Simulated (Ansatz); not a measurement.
rocksalt-structured MoSe

The computed numbers are results of PBEsol, scalar-relativistic (collinear spin) in the plane-wave PAW code Ansatz at 420 eV, Γ-centred 10×10×10 mesh, 0.05 eV Gaussian smearing. The datasets are Ansatz's generated set soft_2.

```cif
data_structure
_symmetry_space_group_name_H-M 'Fm-3m'
_symmetry_Int_Tables_number 225
_cell_length_a 5.1507
_cell_length_b 5.1507
_cell_length_c 5.1507
_cell_angle_alpha 90.000
_cell_angle_beta 90.000
_cell_angle_gamma 90.000
_cell_volume 136.65
loop_
_atom_site_label
_atom_site_type_symbol
_atom_site_symmetry_multiplicity
_atom_site_Wyckoff_symbol
_atom_site_fract_x
_atom_site_fract_y
_atom_site_fract_z
_atom_site_occupancy
Mo1 Mo 4 b 0.50000 0.00000 0.00000 1
Se1 Se 4 a 0.00000 0.00000 0.00000 1
```

The structure was built from a prototype; whether the compound forms in it isn't claimed.

Magnetic state: ferromagnetic, site spin moments Mo 0.22 μB.

The cell above was scaled in volume, its shape and atoms being fixed by the lattice's symmetry. Energies are counted from the cell above.

Cell and atoms are those of this level's equilibrium.

```
V (Å³/atom)  ΔE (meV/atom)  P (GPa)  largest moment (μB)
      16.40           13.8      6.9                 0.00
      16.74            3.1      3.2                 0.00
      17.08            0.0      0.0                 0.21
      17.42            3.0     -2.9                 0.27
      17.76           11.9     -5.5                 0.31
```

(1) Can a bulk modulus be trusted from these points?

Answer:

(1) No. The site moments jump between neighbouring points, so the points belong to different magnetic states and not to one curve.

The magnetic state changes along the curve.

The run wasn't fully tested for a lower electronic state. So small a moment in a metal hangs on mesh and smearing, and semilocal functionals can overstate it, so the real crystal may have none. Site moments are of spin, integrated over atomic spheres. A displaced or strained copy of the relaxed cell lay 1.8 meV/atom lower, so the structure isn't a true minimum at this level, unless the mesh, which matters in a metal, makes it so.
